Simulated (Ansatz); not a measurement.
**TiN: levels along high-symmetry lines**

```
Ti N
1.0
     0.00000    2.12200    2.12200
     2.12200    0.00000    2.12200
     2.12200    2.12200    0.00000
Ti N
1 1
Direct
  0.00000 0.00000 0.00000
  0.50000 0.50000 0.50000
```

Atoms are numbered in the order listed.

The geometry is COD entry 1011099, unchecked; take it as a test cell. It is an old determination, and later ones may differ.

Spin polarisation is left out, and whether a magnetic state lies lower isn't shown here.

Computed with DFT, PBEsol, all-electron LAPW, scalar-relativistic (Ansatz 0.2.0).

The runs use a Γ-centred 13×13×13 k mesh, Fermi–Dirac smearing of 0.05 eV, basis error target 0.5 meV/atom, no spin polarisation.

Points in fractions of the reciprocal vectors of this cell: Γ (0, 0, 0), X (0.5, 0, 0.5), U (0.625, 0.25, 0.625), K (0.375, 0.375, 0.75), L (0.5, 0.5, 0.5), W (0.5, 0.25, 0.75). The path joins them by straight lines in the order Γ–X–U–K–Γ–L–W–X; legs that retrace an earlier one aren't tabulated. Energies are in eV from the Fermi level.

(1) Metal or insulator at this level of theory?

(2) Tabulate bands 11 to 17, counted from the lowest band of the run, along the path.

Results:

(1) No gap opens: metallic or semimetallic.

(2) 
```csv
k (1/Å),point,band 11,band 12,band 13,band 14,band 15,band 16,band 17
0.00,Γ,-2.06,-2.06,-2.06,-0.66,-0.66,-0.66,0.55
0.21,,-3.06,-2.39,-2.39,-0.81,-0.17,-0.17,0.60
0.42,,-4.57,-2.87,-2.87,-1.23,0.69,0.69,0.74
0.63,,-5.76,-3.19,-3.19,-1.77,0.94,1.52,1.52
0.85,,-6.37,-3.33,-3.33,-2.31,1.18,2.10,2.10
1.06,,-6.37,-3.34,-3.34,-2.76,1.41,2.37,2.37
1.27,,-6.06,-3.28,-3.28,-3.04,1.57,2.41,2.41
1.48,X,-5.87,-3.25,-3.25,-3.14,1.62,2.39,2.39
1.56,,-5.87,-3.58,-3.30,-2.83,1.69,2.38,2.39
1.63,,-5.87,-3.96,-3.42,-2.46,1.87,2.36,2.39
1.70,,-5.86,-4.35,-3.59,-2.09,2.14,2.31,2.39
1.78,,-5.85,-4.74,-3.81,-1.72,2.25,2.38,2.49
1.85,,-5.83,-5.13,-4.04,-1.33,2.18,2.36,2.89
1.93,,-5.80,-5.51,-4.27,-0.92,2.09,2.34,3.32
2.00,U,-5.87,-5.76,-4.49,-0.51,1.98,2.31,3.60
2.13,,-6.05,-5.70,-4.66,-0.21,1.84,2.32,3.54
2.26,,-6.19,-5.61,-4.88,0.23,1.56,2.34,3.49
2.39,,-6.27,-5.53,-5.05,0.70,1.17,2.36,3.47
2.52,,-6.27,-5.53,-5.05,0.70,1.17,2.36,3.47
2.65,,-6.19,-5.61,-4.88,0.23,1.56,2.34,3.49
2.78,,-6.05,-5.70,-4.66,-0.21,1.84,2.32,3.54
2.91,K,-5.87,-5.76,-4.49,-0.51,1.98,2.31,3.60
3.13,,-6.72,-5.58,-5.02,0.73,1.57,2.14,3.38
3.36,,-7.02,-5.25,-5.25,1.08,1.63,1.81,3.07
3.58,,-6.64,-5.11,-4.74,0.56,1.35,1.71,2.69
3.81,,-5.67,-4.61,-4.06,0.07,0.81,1.16,2.14
4.03,,-4.33,-3.77,-3.26,-0.32,0.23,0.43,1.51
4.26,,-2.91,-2.73,-2.48,-0.57,-0.33,-0.23,0.89
4.48,Γ,-2.06,-2.06,-2.06,-0.66,-0.66,-0.66,0.55
4.66,,-2.63,-2.48,-2.48,-0.51,-0.51,-0.37,0.99
4.85,,-3.74,-3.26,-3.26,-0.21,-0.21,0.04,1.95
5.03,,-4.98,-4.02,-4.02,0.21,0.21,0.45,3.03
5.21,,-6.17,-4.65,-4.65,0.70,0.70,0.92,4.07
5.40,,-7.18,-5.13,-5.13,1.18,1.18,1.49,4.93
5.58,,-7.89,-5.42,-5.42,1.54,1.54,2.07,5.53
5.76,L,-8.15,-5.52,-5.52,1.68,1.68,2.35,5.74
5.91,,-8.06,-5.51,-5.48,1.58,1.67,2.31,5.39
6.06,,-7.81,-5.51,-5.38,1.34,1.63,2.23,4.96
6.21,,-7.42,-5.50,-5.24,1.11,1.47,2.22,4.48
6.36,,-6.93,-5.50,-5.11,0.95,1.24,2.28,4.00
6.51,,-6.41,-5.51,-5.07,0.89,1.04,2.35,3.56
6.66,,-5.90,-5.52,-5.17,0.89,0.93,2.39,3.24
6.81,W,-5.52,-5.52,-5.40,0.90,0.90,2.40,3.13
6.92,,-5.65,-5.35,-5.32,0.37,1.36,2.40,3.09
7.02,,-5.74,-5.13,-5.06,-0.22,1.73,2.39,2.95
7.13,,-5.80,-4.86,-4.68,-0.84,2.01,2.39,2.72
7.23,,-5.84,-4.53,-4.22,-1.46,2.20,2.39,2.40
7.34,,-5.86,-4.14,-3.76,-2.07,2.04,2.31,2.39
7.44,,-5.87,-3.70,-3.39,-2.65,1.74,2.37,2.39
7.55,X,-5.87,-3.25,-3.25,-3.14,1.62,2.39,2.39
```
